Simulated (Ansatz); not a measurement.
Here is the system:

HfC:
```
CELL_PARAMETERS angstrom
      4.51552     0.00000     0.00000
      0.00000     4.51552     0.00000
      0.00000     0.00000     4.51552
ATOMIC_POSITIONS crystal
  Hf 0.00000 0.50000 0.50000
  Hf 0.50000 0.00000 0.50000
  Hf 0.50000 0.50000 0.00000
  C  0.50000 0.00000 0.00000
  C  0.00000 0.50000 0.00000
  C  0.00000 0.00000 0.50000
```

This is the PBEsol-relaxed structure.

Problem. All from PBEsol (plane waves, PAW; program Ansatz), unless another level is named. Estimate the Young's modulus.

Solution. 157 GPa.

Problem. Predict the highest zone-centre frequency.

Solution. 498 cm⁻¹.

Space group Pm-3m. The start of the workflow was typed in or built on a structure type; neither database checked (COD, Materials Project) lists it. It is not the phase usual at ambient conditions (space group No. 225). Symmetry was held in the PBEsol relaxation; its stability against distortions is not shown here. The run is not spin-polarised. Its formation energy is positive at this level, so the cell may be metastable or incomplete. As this level gives no gap, phonon frequencies hold no LO–TO term and depend on the k-mesh and smearing (Fermi–Dirac, 0.1 eV here). Spin–orbit coupling is left out wherever it is not named.

Potentials: the earlier of the program's two PAW sets. The files were generated under PBE; for other functionals the program regenerates the frozen cores, and for LDA and PBEsol the local potential too.
